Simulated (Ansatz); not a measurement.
System: MnF2, 6 atoms in the cell.

```
Mn F
1.0
     4.87300    0.00000    0.00000
     0.00000    4.87300    0.00000
     0.00000    0.00000    3.31000
Mn F
2 4
Direct
  0.00000 0.00000 0.00000
  0.50000 0.50000 0.50000
  0.30500 0.30500 0.00000
  0.69500 0.69500 0.00000
  0.80500 0.19500 0.50000
  0.19500 0.80500 0.50000
```

Theory: HSE06, plane waves, PAW datasets (generated soft set 1) in Ansatz.

Cutoff 420 eV; exchange singularity: regularized; k-mesh 4×4×6 Γ-centred; Fermi–Dirac smearing of 0.05 eV; starting moments Mn1 5, Mn2 -5 μB.

Question: How large is the gap on this mesh, is it direct, and where do the band edges lie (fractions of the reciprocal vectors of this cell)?

Answer: 4.79 eV, indirect from (0.000, -0.500, 0.000) to (0.000, 0.000, 0.000); the smallest direct gap is 4.83 eV.

Question: List the levels near the gap for spin up at (0.000, 0.000, 0.000), (0.000, 0.000, 0.167), (0.000, 0.250, 0.000), (0.000, 0.250, 0.167), (0.000, 0.250, 0.333), (0.000, -0.500, 0.000), in eV from the top of the valence band (v1 is the highest filled band, c1 the lowest empty one).

Answer: 
```
                     k     v4     v3     v2     v1    c1    c2    c3
 (0.000, 0.000, 0.000)  -1.58  -1.37  -0.40  -0.04  4.79  6.49  7.14
 (0.000, 0.000, 0.167)  -1.47  -1.42  -0.40  -0.26  5.49  6.69  7.07
 (0.000, 0.250, 0.000)  -1.56  -1.36  -0.25  -0.02  5.47  6.53  7.13
 (0.000, 0.250, 0.167)  -1.49  -1.41  -0.27  -0.24  6.07  6.73  7.06
 (0.000, 0.250, 0.333)  -1.54  -1.33  -0.59  -0.22  6.90  6.93  6.94
(0.000, -0.500, 0.000)  -1.54  -1.34  -0.12   0.00  6.46  6.95  7.12
```

Question: List the levels near the gap for spin down at (0.000, 0.000, 0.000), (0.000, 0.000, 0.167), (0.000, 0.250, 0.000), (0.000, 0.250, 0.167), (0.000, 0.250, 0.333), (0.000, -0.500, 0.000), in eV from the top of the valence band (v1 is the highest filled band, c1 the lowest empty one).

Answer: 
```tsv
k	v4	v3	v2	v1	c1	c2	c3
(0.000, 0.000, 0.000)	-1.58	-1.37	-0.40	-0.04	4.79	6.49	7.14
(0.000, 0.000, 0.167)	-1.47	-1.42	-0.40	-0.26	5.49	6.69	7.07
(0.000, 0.250, 0.000)	-1.56	-1.36	-0.25	-0.02	5.47	6.53	7.13
(0.000, 0.250, 0.167)	-1.49	-1.41	-0.27	-0.24	6.07	6.73	7.06
(0.000, 0.250, 0.333)	-1.54	-1.33	-0.59	-0.22	6.90	6.93	6.94
(0.000, -0.500, 0.000)	-1.54	-1.34	-0.12	0.00	6.46	6.95	7.12
```

A gap read on the mesh is an upper bound of this method's gap, since the mesh can miss a band edge. With open shells the self-consistent state may not be the lowest one.
